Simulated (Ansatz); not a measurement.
# Hf2Sc: input and output

The input, for Ansatz 0.2.0 (plane waves, PAW):

```yaml
crystal:
  lattice:
    - [5.254867, 0.0, 0.0]
    - [-2.627434, 4.550853, 0.0]
    - [0.0, 0.0, 7.222428]
  atoms:
    - { symbol: Hf, position: [0.167, 0.334, 0.0] }
    - { symbol: Hf, position: [0.833, 0.167, 0.66667] }
    - { symbol: Hf, position: [0.666, 0.833, 0.33333] }
    - { symbol: Hf, position: [0.833, 0.666, 0.0] }
    - { symbol: Hf, position: [0.167, 0.833, 0.66667] }
    - { symbol: Hf, position: [0.334, 0.167, 0.33333] }
    - { symbol: Sc, position: [0.5, 0.0, 0.0] }
    - { symbol: Sc, position: [0.5, 0.5, 0.66667] }
    - { symbol: Sc, position: [0.0, 0.5, 0.33333] }
  symmetry: { tolerance: 0.0003 }
kpoints:
  mp_grid: { grid: [8, 8, 5], shift: [0, 0, 0] }
  band_path:
    path:
      - [0.0, 0.0, 0.0]
      - [0.5, 0.0, 0.0]
      - [0.33333333, 0.33333333, 0.0]
      - [0.0, 0.0, 0.0]
      - [0.0, 0.0, 0.5]
      - [0.5, 0.0, 0.5]
      - [0.33333333, 0.33333333, 0.5]
      - [0.0, 0.0, 0.5]
      - [0.5, 0.0, 0.5]
      - [0.5, 0.0, 0.0]
      - [0.33333333, 0.33333333, 0.5]
    npoints: 6
magnetization:
  spin_polarized: false
scf:
  occupations: { method: fermi_dirac }
  lower_state_search: "off"
  max_iter: 200
hamiltonian:
  pseudopotentials: { kind: paw }
  xc: r2scan
basis:
  ecutwfc: 500
  fft_grid_basis: typed
output:
  forces: true
  stress: true
  eigenvalues: true
  bader: true
  populations: true
  elf: true
  write_potential: true
  volumetric_format: npy
  dos:
    e_range: [-12, 8]
    de: 0.05
    projected: { site_lists: { Hf: [Hf], Sc: [Sc] } }
checkpoint:
  read: saved_state
```

The run starts from an earlier solution of this cell. 

Parts of the output:

```
Free energy (F): -100816.5180 eV
Harris-Foulkes:  -100816.5180 eV  (|F-HF|=9.31e-9)
Internal energy: -100816.0920 eV  (E = F + TS)
E sigma→0 (E₀):  -100816.3050 eV
Entropy (-TS):   -0.4260 eV (-47.338 meV/atom)
Fermi energy:    19.5322 eV
--- Per-component energies (eV) ---
  E_band       = -20.4049
  E_kinetic    = 3387.7626
  E_local      = -33355.2200  (includes V_loc(G=0)·N_el)
  E_nonlocal   = -7238.1729
  E_hartree    = 15572.7512
  E_xc         = -2018.6959
  E_vxc        = -2212.9077  (∫ρ·V_xc dr)
  E_paw        = -44616.6108  (= ΣΔE_a)
  E_vpaw       = 8135.0801  (= ΣTr[D̂ρ^β])
  E_aug_tail   = 0.0000  (compensation charges beyond the density's cutoff)
  E_vtau       = 117.5379  (kinetic-family band-sum trace: ∫τ·v_τ [+ j·A + Jᵃ·Aᵃ] dr)
  E_ewald      = -32549.1198
  E_core_change = 1.2137  (= ΣΔE_core)
  E_smearing   = -0.4260  (= −TS)
--- Forces (eV/Å), atoms counted from 1 ---
  atom   1  Hf     0.0000    -0.2003     0.0000
  atom   2  Hf     0.1735    -0.1002     0.0000
  atom   3  Hf     0.1735     0.1002     0.0000
  atom   4  Hf     0.0000     0.2003     0.0000
  atom   5  Hf    -0.1735     0.1002     0.0000
  atom   6  Hf    -0.1735    -0.1002     0.0000
  atom   7  Sc     0.0000     0.0000     0.0000
  atom   8  Sc     0.0000     0.0000     0.0000
  atom   9  Sc     0.0000     0.0000     0.0000
--- Stress (GPa, compression-positive) ---
       17.1173       0.0000       0.0000
        0.0000      17.1173       0.0000
        0.0000       0.0000      19.9304
  P = ⅓ Tr σ = 18.0550 GPa (180.550 kbar)
--- Bader charges: 9 sites ---
  site symbol  charge [e]  shift [e]
     0     Hf     -0.5005     0.0000
     1     Hf     -0.5005     0.0000
     2     Hf     -0.5005     0.0000
     3     Hf     -0.5005     0.0000
     4     Hf     -0.5006     0.0000
     5     Hf     -0.5006     0.0000
     6     Sc      1.0011     0.0000
     7     Sc      1.0011     0.0000
     8     Sc      1.0011     0.0000
```

Origin: a known structure type with other elements, at an estimated volume, so it need not be a known compound. Caveats: many states at the Fermi level without spin polarisation, so a magnetic state may lie lower; atoms or cell far from equilibrium.
